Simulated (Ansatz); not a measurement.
## Sn: an elastic constant from a strain scan

All numbers below come from DFT PBEsol+D3(BJ), scalar-relativistic, plane waves, PAW (Ansatz). The runs took a 420 eV cutoff, a Γ-centred 24×24×24 mesh and Gaussian smearing (0.15 eV). No spin polarisation. Energies are free energies at this smearing, counted from the undisturbed cell; pressure is positive in compression.

The undisturbed cell (relaxed at this level; this form isn't the usual structure):

```xyz
1
Lattice="-1.8222 1.7305 1.9868 1.8222 -1.7305 1.9868 1.8222 1.7305 -1.9868" Properties=species:S:1:pos:R:3 pbc="T T T"
Sn    0.0000    0.0000    0.0000
```

The cell is strained by ε times the Voigt pattern (0, 1, 0, 0, 0, 0) (xx, yy, zz, yz, xz, xy; engineering shear) with fractional coordinates fixed. The cell holds 1 atom in V0 = 25.06 Å³. The stress column is τ = (1/V0) dE/dε, got from the stress tensor σ (compression positive) at each point as −det(1 + εP) σ : P(1 + εP)⁻¹, with P the pattern as a tensor.

```
      ε  ΔE (meV/atom)  τ (GPa)
-0.0150          1.322   -1.165
-0.0100          0.572   -0.756
-0.0050          0.134   -0.364
 0.0000          0.000    0.021
 0.0050          0.164    0.399
 0.0100          0.622    0.770
 0.0150          1.364    1.124
 0.0175          1.837    1.293
 0.0200              ?        ?
```

Problem. Which combination of elastic constants does this scan measure, and how large is it?

Solution. For small ε, τ = τ0 + Kε with K = pᵀCp, which for this pattern is C22 in the Cartesian frame shown. The parabola through τ at ε = -0.0050, 0 and 0.0050 has slope K = 76 GPa at zero. The energies per cell, E = NΔE, of the same two points give K = 2[E(ε₊)/ε₊ − E(ε₋)/ε₋]/[(ε₊ − ε₋)V0] = 76 GPa, in agreement.

Problem. Predict the withheld row at ε = 0.0200 from the harmonic law, and compare.

Solution. ΔE = V0(τ0 ε + Kε²/2)/N = 2.451 meV/atom and τ = 1.55 GPa. The calculation gives 2.374 meV/atom and 1.46 GPa, a miss of 3.1 % of the harmonic energy, so the harmonic law still holds here.

In a metal these slopes depend on the k mesh and the smearing.

Cost: 10 runs of about 5.5 core-minutes in all, on Arm Neoverse V1 (shared hosts).